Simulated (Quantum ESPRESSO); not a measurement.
```cif
data_Al4N4
_chemical_formula_sum 'N4 Al4'
_space_group_name_H-M_alt 'F-43m'
_space_group_IT_number 216
_space_group_name_Hall 'F -4 2 3'
_cell_length_a 4.34610
_cell_length_b 4.34610
_cell_length_c 4.34610
_cell_angle_alpha 90.000
_cell_angle_beta 90.000
_cell_angle_gamma 90.000
loop_
_atom_site_label
_atom_site_type_symbol
_atom_site_symmetry_multiplicity
_atom_site_Wyckoff_symbol
_atom_site_fract_x
_atom_site_fract_y
_atom_site_fract_z
_atom_site_occupancy
N1 N 4 a 0.00000 0.00000 0.00000 1
Al1 Al 4 c 0.25000 0.25000 0.25000 1
```
(The calculation used a cell of 2 atoms; values per cell refer to that cell.)

The PBEsol cell relaxed from Materials Project entry mp-1700 was given an isotropic strain of -0.7 % on all lattice vectors, and the atoms were relaxed again.

Question: What does PBEsol (pw.x of Quantum ESPRESSO, ONCV potentials, without SOC) give for the electronic structure near the Fermi level?

Answer: The PBEsol gap is indirect, 3.20 eV, from 93 % of the way from K to Γ to X; the smallest direct gap is 4.25 eV. 

This is not the ordinary phase of the substance; no match was found in the copy of COD used, and its stability was not checked.
